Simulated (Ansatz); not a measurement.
With the program Ansatz at the r²SCAN level (PAW), ScPdN2 in the trigonal phase (R-3m; Sc on 3b, Pd on 3a, N on 6c) relaxes to a = 3.255 Å, c = 17.825 Å. Sc has 6 nearest neighbours from 2.17 Å (octahedral); Pd has 2 nearest neighbours from 1.89 Å (linear). Its formation energy from the elements is -0.22 eV/atom, with no fitted shifts.

Electronic character: metallic (no gap).

The bulk modulus is 124 GPa. Bader charges are Sc +1.91, Pd +0.59, N -1.25 e.

The start of the workflow was typed in or built on a structure type; neither database checked (COD, Materials Project) lists it. Whether it is the stable phase at ambient conditions was not checked. The cell was relaxed with r²SCAN under the symmetry of its start; its stability against distortions is not shown here. No spin polarisation was allowed. With an odd number of electrons in the cell and no spin polarisation, the count alone makes it a metal. The references are the lowest solids computed at this level, not always the standard phases (solids in place of the gases). Scalar-relativistic: spin–orbit coupling is off unless named, which matters more the heavier the elements.

Potentials: the later of the program's two PAW sets.
